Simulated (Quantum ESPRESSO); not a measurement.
## ZnGeAl6N8 (convergence and cost over cutoff and k mesh)

A calculation, not a measurement. The program is pw.x of Quantum ESPRESSO 7.5 (plane-wave density functional theory). The cell is made up: 16 atoms on a doubled zincblende/diamond lattice, with randomly drawn elements, strain and displacements, not relaxed. PseudoDojo standard norm-conserving files (v0.5 for PBE, v0.4.1 for LDA and PBEsol) set the functional; there is no spin polarisation, spin-orbit coupling or dispersion term, and the masses in the input are unused placeholders.

Input of the run in row 4:

```
&control calculation='scf', pseudo_dir='./dojo.nc.sr.pbe.v0_5.standard.upf', outdir='./o', disk_io='low', tprnfor=.true., tstress=.true. /
&system ibrav=0, nat=16, ntyp=4, nbnd=52, ecutwfc=84.00895049, nosym=.true., tot_charge=0,
 occupations='smearing', smearing='fd', degauss=0.0018374661
/
&electrons conv_thr=7.350e-09, electron_maxstep=60, /
ATOMIC_SPECIES
Al 1.0 Al.upf
Ge 1.0 Ge.upf
N 1.0 N.upf
Zn 1.0 Zn.upf
CELL_PARAMETERS angstrom
4.3682 0.0683 -0.0416
0.0683 4.4855 0.0276
-0.0833 0.0551 8.7068
ATOMIC_POSITIONS angstrom
Zn 0.1258 -0.0651 0.0906
Ge 0.049 2.2716 2.2719
Al 2.1838 -0.0785 2.1184
Al 2.2529 2.3568 -0.0233
Al 0.0319 0.0071 4.3575
Al -0.1253 2.2913 6.5013
Al 2.1668 0.1058 6.559
Al 2.1325 2.3324 4.3564
N 1.0725 1.0523 1.1149
N 1.1005 3.4463 3.2363
N 3.1824 1.2145 3.3822
N 3.2857 3.4804 1.1848
N 1.1161 1.3461 5.4245
N 0.9845 3.474 7.6537
N 3.245 1.2225 7.6336
N 3.2804 3.4592 5.4646
K_POINTS automatic
5 5 3 1 1 1
```

The same cell was run at these settings. Meshes are shifted by half a step, and differences are from the last row, which is itself not exact.

| cutoff (eV) | k mesh | k points solved | threshold (eV) | free energy less the last row's (eV) | pressure (GPa) | largest stress difference (GPa) | largest force difference (eV/Å) | iterations | wall time (s) | k-point pools | processor |
| --- | --- | --- | --- | --- | --- | --- | --- | --- | --- | --- | --- |
| 800 | 2 x 2 x 2 | 4 | 1e-04 | 2.663 | -13.25 | 22.35 | 0.058 | 10 | 20 | 4 | Intel Xeon, 2023 or later |
| 1143 | 1 x 1 x 1 | 1 | 1e-07 | 2.697 | 9.63 | 11.71 | 0.522 | 14 | 35 | 4 | Intel Xeon, 2023 or later |
| 855 | 5 x 5 x 3 | 38 | 1e-07 | 0.937 | -1.04 | 9.48 | 0.017 | 15 | 137 | 4 | Intel Xeon, 2023 or later |
| 1143 | 5 x 5 x 3 | 38 | 1e-07 | 0.005 | 8.43 | 0.02 | 0.001 | 15 | 183 | 4 | Intel Xeon, 2023 or later |
| 1437 | 7 x 7 x 5 | 123 | 1e-07 | 0.000 | 8.42 | 0.00 | 0.000 | 15 | 791 | 4 | Intel Xeon, 2023 or later |

Each pool is one process. Wall times include start-up and a band step at six k points, which weighs most on the coarsest meshes. The runs were on shared virtual cores whose load varied, so times are rough.